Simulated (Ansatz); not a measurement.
Ni₂Pt₃ (R-3m) at 2 levels of theory

One geometry, relaxed with PBE; plane waves with PAW potentials in Ansatz, scalar-relativistic. Collinear spin, ending at -2.0 μB a primitive cell. Gaps are the least over mesh and band path; pressure is positive in compression.

```
CELL_PARAMETERS angstrom
1.36214 0.78643 10.92499
-1.36214 0.78643 10.92499
0.00000 -1.57287 10.92499
ATOMIC_POSITIONS crystal
Ni 0.19530 0.19530 0.19530
Ni 0.80470 0.80470 0.80470
Pt 0.40703 0.40703 0.40703
Pt 0.00000 0.00000 0.00000
Pt 0.59297 0.59297 0.59297
```

| level | cutoff (eV) | k mesh | gap (eV) | pressure (GPa) | largest moment (μB) |
| --- | --- | --- | --- | --- | --- |
| PBE | 420 | 18×18×18 | 0 | 0.0 | 0.80 |

What comes out on the same cell with LDA?

```tsv
level	cutoff (eV)	k mesh	gap (eV)	pressure (GPa)	largest moment (μB)
LDA	420	18×18×18	0	-15.5	0.75
```

Spin-orbit coupling matters for the bands of heavy elements and is left out.

It was reached by relaxing an invented guess, and it needn't be the stable form of this composition.
